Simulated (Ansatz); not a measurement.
Each is relaxed and computed with the program Ansatz at the PBEsol level (PAW). Which is the only one with a gap?
A) PW, Pnma (P on 4c, W on 4c)
B) BW, I4_1/amd (B on 8e, W on 8e)
C) WO3, Pnma (W on 4c, O on 4c, O on 4c, O on 4c)
D) Ge2Mo, Pnma (Ge on 4c, Mo on 4c, Ge on 4c)

C, WO3, Pnma (W on 4c, O on 4c, O on 4c, O on 4c). WO3: gap 1.10 eV (indirect); PW: metal; Ge2Mo: metal; BW: metal. Built on a structure type that need not be the filed one of that space group: WO3, Pnma (W on 4c, O on 4c, O on 4c, O on 4c). Standing as an ambient phase not checked: WO3, Pnma (W on 4c, O on 4c, O on 4c, O on 4c); PW, Pnma (P on 4c, W on 4c); Ge2Mo, Pnma (Ge on 4c, Mo on 4c, Ge on 4c); BW, I4_1/amd (B on 8e, W on 8e). Began spin-polarised and lost the moments: WO3, Pnma (W on 4c, O on 4c, O on 4c, O on 4c). Weakly bound layers, chains or molecules computed without a dispersion correction, so cells and soft constants are ill determined: WO3, Pnma (W on 4c, O on 4c, O on 4c, O on 4c). All cells were relaxed under the symmetry of their starts (and spin orders); stability against distortions was not tested throughout. Rows with no word on spin ran without spin polarisation. Scalar-relativistic: spin–orbit coupling is off unless named, which matters more the heavier the elements.

Potentials: the later of the program's two PAW sets.
